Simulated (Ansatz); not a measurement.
SnS:
```cif
data_S4Sn4
_chemical_formula_sum 'Sn4 S4'
_space_group_name_H-M_alt 'Pnma'
_space_group_IT_number 62
_space_group_name_Hall '-P 2ac 2n'
_cell_length_a 11.16104
_cell_length_b 3.99948
_cell_length_c 4.26193
_cell_angle_alpha 90.000
_cell_angle_beta 90.000
_cell_angle_gamma 90.000
loop_
_atom_site_label
_atom_site_type_symbol
_atom_site_symmetry_multiplicity
_atom_site_Wyckoff_symbol
_atom_site_fract_x
_atom_site_fract_y
_atom_site_fract_z
_atom_site_occupancy
Sn1 Sn 4 c 0.11850 0.25000 0.11211 1
S1 S 4 c 0.35289 0.25000 0.02501 1
```

Relaxed with PBE+D3(BJ).

Task: Which orbitals make up the states near the band edges in plane-wave PAW PBE+D3(BJ) (Ansatz code)?

Result: Top 1 eV of the valence band: S 3p 56 %, Sn 5s 26 %, Sn 5p 15 %. Bottom 1 eV of the conduction band: Sn 5p 62 %, S 3p 15 %, S 3s 10 %, Sn 5s 9 %. Projections are on Löwdin-orthogonalised atomic valence shells; empty p or d shells of many metals are not among them.

Task: Tabulate the density of states.

Result: States/eV per cell of 8 atoms, in 0.25 eV bins, energy from the valence-band maximum.

```csv
E (eV),total,S 3p,Sn 5p,Sn 5s
-7.86,3.19,0.97,0.17,1.93
-7.61,3.88,1.17,0.22,2.33
-7.36,3.92,1.16,0.23,2.33
-7.11,4.05,1.23,0.24,2.36
-6.86,4.08,1.34,0.27,2.21
-6.61,5.21,1.73,0.35,2.73
-6.36,2.06,0.67,0.12,1.01
-6.11,1.31,0.41,0.08,0.62
-5.86,1.07,0.32,0.08,0.49
-5.61,0.85,0.24,0.09,0.38
-5.36,0.75,0.26,0.13,0.26
-5.11,1.41,0.68,0.46,0.19
-4.86,2.86,1.58,0.97,0.19
-4.61,3.99,2.32,1.37,0.20
-4.36,3.92,2.35,1.31,0.16
-4.11,4.65,2.89,1.50,0.16
-3.86,5.07,3.26,1.54,0.15
-3.61,6.01,4.04,1.65,0.18
-3.36,5.44,3.74,1.39,0.18
-3.11,5.70,4.02,1.34,0.19
-2.86,6.51,4.77,1.36,0.22
-2.61,6.16,4.66,1.13,0.21
-2.36,7.32,5.73,1.10,0.32
-2.11,7.65,6.08,0.98,0.44
-1.86,2.97,2.01,0.51,0.38
-1.61,3.88,2.30,0.78,0.69
-1.36,5.52,3.14,1.17,1.03
-1.11,4.95,2.79,1.05,0.93
-0.86,6.20,3.54,1.04,1.42
-0.61,4.72,2.69,0.59,1.31
-0.36,1.11,0.56,0.15,0.37
-0.11,0.18,0.08,0.02,0.07
0.14,0.00,0.00,0.00,0.00
0.39,0.00,0.00,0.00,0.00
0.64,0.00,0.00,0.00,0.00
0.89,0.26,0.03,0.16,0.02
1.14,1.66,0.23,1.03,0.15
1.39,3.51,0.55,2.16,0.31
1.64,3.88,0.62,2.46,0.29
1.89,5.46,0.90,3.53,0.33
2.14,4.81,0.88,3.10,0.24
2.39,5.14,1.00,3.30,0.20
2.64,4.32,0.85,2.77,0.16
2.89,6.65,1.33,4.13,0.21
3.14,7.60,1.64,4.67,0.25
3.39,5.35,1.14,3.37,0.15
3.64,4.90,0.99,3.16,0.10
3.89,4.97,1.03,3.11,0.09
4.14,4.97,1.03,2.98,0.09
4.39,5.85,1.20,3.30,0.10
4.64,6.11,1.25,3.44,0.09
4.89,4.29,0.89,2.37,0.06
5.14,5.49,1.03,2.93,0.07
5.39,4.38,0.87,2.35,0.06
```

The PBE+D3(BJ) relaxation kept the symmetry of its start. Scalar-relativistic: spin–orbit coupling is off unless named, which matters more the heavier the elements.

Potentials: the later of the program's two PAW sets.
